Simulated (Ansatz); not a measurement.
# Squeezing Te (sc type)

```yaml
crystal:
  lattice:
    - [3.15009, 0.00000, 0.00000]
    - [0.00000, 3.15009, 0.00000]
    - [0.00000, 0.00000, 3.15009]
  atoms:
    - { symbol: Te, position: [0.00000, 0.00000, 0.00000] }
```

The cell comes from a relaxation on PAW files under the same functional, begun from a prototype that needn't be the stable phase.

Its volume is scaled at fixed shape and fractional positions.

Computed with Ansatz 0.2.0; functional PBEsol, scalar-relativistic. Settings: a Γ-centred 13×13×13 k mesh, Fermi–Dirac smearing of 0.08 eV, no spin polarisation. Methods: LAPW: all electrons, basis error target 1 meV/atom; PAW: frozen-core files, cutoff 420 eV; crystal datasets: all electrons, by PAW datasets that the program makes for each cell; norm-conserving: pseudopotentials, cutoff 1120 eV; PAW (cutoff 1000 eV): frozen-core files, cutoff 1000 eV.

Energies are extrapolated to zero smearing and count from the unscaled cell; pressure is positive in compression; gaps take the mesh and a band path. No temperature or zero-point motion is included.

Spin–orbit coupling is left out, which matters for the heavy atoms. The PAW files were made under PBE. The structure type is held throughout; the real material can change phase at far lower pressure.

```json
{"V/V0": "1.00", "V (Å³/atom)": "31.26", "P LAPW (GPa)": "0.02", "ΔE LAPW (eV/atom)": "0.000", "P PAW − LAPW (GPa)": "-0.02", "ΔE PAW − LAPW (meV/atom)": "0.0"}
{"V/V0": "0.88", "V (Å³/atom)": "27.51", "P LAPW (GPa)": "10.08", "ΔE LAPW (eV/atom)": "?", "P PAW − LAPW (GPa)": "-0.02", "ΔE PAW − LAPW (meV/atom)": "-0.4"}
{"V/V0": "0.78", "V (Å³/atom)": "24.38", "P LAPW (GPa)": "25.8", "ΔE LAPW (eV/atom)": "0.440", "P PAW − LAPW (GPa)": "-0.02", "ΔE PAW − LAPW (meV/atom)": "-0.8"}
{"V/V0": "0.68", "V (Å³/atom)": "21.26", "P LAPW (GPa)": "51.1", "ΔE LAPW (eV/atom)": "1.171", "P PAW − LAPW (GPa)": "-0.02", "ΔE PAW − LAPW (meV/atom)": "-1.1"}
{"V/V0": "0.58", "V (Å³/atom)": "18.13", "P LAPW (GPa)": "98.3", "ΔE LAPW (eV/atom)": "2.588", "P PAW − LAPW (GPa)": "0.00", "ΔE PAW − LAPW (meV/atom)": "-1.4"}
{"V/V0": "0.50", "V (Å³/atom)": "15.63", "P LAPW (GPa)": "169.0", "ΔE LAPW (eV/atom)": "4.619", "P PAW − LAPW (GPa)": "0.05", "ΔE PAW − LAPW (meV/atom)": "-1.0"}
{"V/V0": "0.43", "V (Å³/atom)": "13.44", "P LAPW (GPa)": "286.5", "ΔE LAPW (eV/atom)": "?", "P PAW − LAPW (GPa)": "0.17", "ΔE PAW − LAPW (meV/atom)": "0.5"}
```

Task: What belongs in the row "0.88", column "ΔE LAPW (eV/atom)"?

Result: 0.104.

Task: Fill in "ΔE LAPW (eV/atom)" for the row "0.43".

Result: 7.649.

Task: Fit the Vinet equation to the LAPW pressures over the whole range, with residuals weighted by 1/(|P| + 0.03·Pmax).

Result: V0 = 31.30 Å³/atom, B0 = 57.6 GPa and B0′ = 4.58, and the fit misses no point by more than 8.5 GPa. A fit over so wide a range pins B0 less well than one near rest.

Task: From the table, what is the rise of the enthalpy H = E + pV up to the last row, and how stiff is the crystal between the last two rows?

Result: ΔH = 7.649 eV + (286.5 GPa × 13.44 Å³ − 0.02 GPa × 31.26 Å³) × 0.006242 eV/(GPa·Å³) = 31.68 eV/atom, of which pV makes 76 %. The mean bulk modulus there is −ΔP/Δln V = 779 GPa.

Task: At the smallest volume, how far do crystal datasets and norm-conserving and PAW (cutoff 1000 eV) lie from LAPW in pressure?

Result: crystal datasets: +0.01 GPa; norm-conserving: -1.73 GPa; PAW (cutoff 1000 eV): +0.05 GPa, on a LAPW pressure of 286.5 GPa.
